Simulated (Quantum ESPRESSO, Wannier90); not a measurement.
**CsI (CsCl type): Wannier90 run**

Structure: Materials Project mp-1056920, symmetrised, not relaxed again. COD (Crystallography Open Database) has an entry of this formula and space group (matched by these alone). Method: PBEsol plane waves in Quantum ESPRESSO 7.5 (PseudoDojo norm-conserving files, 56 Ry, no spin polarisation, no spin-orbit coupling), Bloch states on a 8×8×8 mesh through Γ, Wannier90 4.0.1. Density: 8×8×8 mesh, cold smearing 0.01 Ry. Spin-orbit coupling is left out although heavy elements are present.

```
begin unit_cell_cart
ang
    4.6652100000    0.0000000000    0.0000000000
    0.0000000000    4.6652100000    0.0000000000
    0.0000000000    0.0000000000    4.6652100000
end unit_cell_cart
mp_grid = 8 8 8
```

Neighbour vectors b of the finite-difference formula (Å⁻¹), by shell:

```csv
shell,b_x,b_y,b_z
1,0.00000,0.00000,0.16835
1,0.00000,0.16835,0.00000
1,0.16835,0.00000,0.00000
1,0.00000,0.00000,-0.16835
1,0.00000,-0.16835,0.00000
1,-0.16835,0.00000,0.00000
```

### Question
Find the weights w_b from the completeness condition Σ_b w_b b_α b_β = δ_αβ.

### Answer
Shell 1: Σ b_x² = 0.057, Σ b_y² = 0.057, Σ b_z² = 0.057 Å⁻²
Each of the three diagonal sums, weighted, has to give 1 and the off-diagonal ones 0, which holds for w_1 = 17.6 Å². Check on xx: 17.64×0.057 = 1.01.

On this mesh the 4 functions of bands 2,6-8 (valence bands; start: SCDM (isolated), conv_tol = 1.0e-6) end with spreads 2.1119, 2.1120, 2.1129, 2.1193 Å², Ω_I = 7.2653 Å² and Ω_D = 0.0003 Å².

Ω_total is the sum of the spreads, 8.456 Å². Ω_OD = Ω_total − Ω_I − Ω_D = 1.190 Å². Only (Ω_D + Ω_OD)/Ω_total = 14.1 % depends on the gauge, and another start could lower the total by that share at most. The rms radius is √(Ω_total/4) = 1.45 Å.
